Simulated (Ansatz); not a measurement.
PbS:
```cif
data_Pb4S4
_chemical_formula_sum 'S4 Pb4'
_space_group_name_H-M_alt 'F-43m'
_space_group_IT_number 216
_space_group_name_Hall 'F -4 2 3'
_cell_length_a 6.60158
_cell_length_b 6.60158
_cell_length_c 6.60158
_cell_angle_alpha 90.000
_cell_angle_beta 90.000
_cell_angle_gamma 90.000
loop_
_atom_site_label
_atom_site_type_symbol
_atom_site_symmetry_multiplicity
_atom_site_Wyckoff_symbol
_atom_site_fract_x
_atom_site_fract_y
_atom_site_fract_z
_atom_site_occupancy
S1 S 4 d 0.75000 0.75000 0.75000 1
Pb1 Pb 4 a 0.00000 0.00000 0.00000 1
```
(The calculation used a cell of 2 atoms; values per cell refer to that cell.)

Relaxed with r²SCAN. r²SCAN (plane waves, PAW; program Ansatz) gives a gap of 0.95 eV.

What gap does HSE06 give on the same cell (Ansatz, PAW)?

1.29 eV, 0.34 eV more. The hybrid was solved on a coarser mesh and at special points; its gap is the smallest among all of these.

```tsv
k	v1 r²SCAN	c1 r²SCAN	v1 HSE06	c1 HSE06
Γ	-1.85	2.73	(withheld)	(withheld)
X	-0.49	0.95	-0.52	1.29
L	-1.95	3.45	(withheld)	(withheld)
W	0.00	2.89	(withheld)	(withheld)
K	-0.34	2.02	(withheld)	(withheld)
```

Top valence (v1) and lowest conduction level (c1) in eV from each method's valence maximum (which need not be a listed point): supply the withheld HSE06 values.


- L, v1 HSE06: -2.05
- L, c1 HSE06: 3.86
- W, v1 HSE06: 0.00
- W, c1 HSE06: 3.25
- Γ, v1 HSE06: -2.04
- Γ, c1 HSE06: 3.11
- K, v1 HSE06: -0.35
- K, c1 HSE06: 2.39

Cost on shared cores: the r²SCAN run (SCF on a 7×7×7 mesh, then bands and DOS) roughly 30 core-seconds, the HSE06 run (SCF on 5×5×5, then a few points) very roughly 100 core-seconds; the tasks are unlike.

The start of the workflow was typed in or built on a structure type; neither database checked (COD, Materials Project) lists it. It is not the phase usual at ambient conditions (space group No. 225). The r²SCAN relaxation kept the symmetry of its start. At this level the phase is mechanically unstable. Spin–orbit coupling is left out wherever it is not named.

Potentials: the later of the program's two PAW sets.
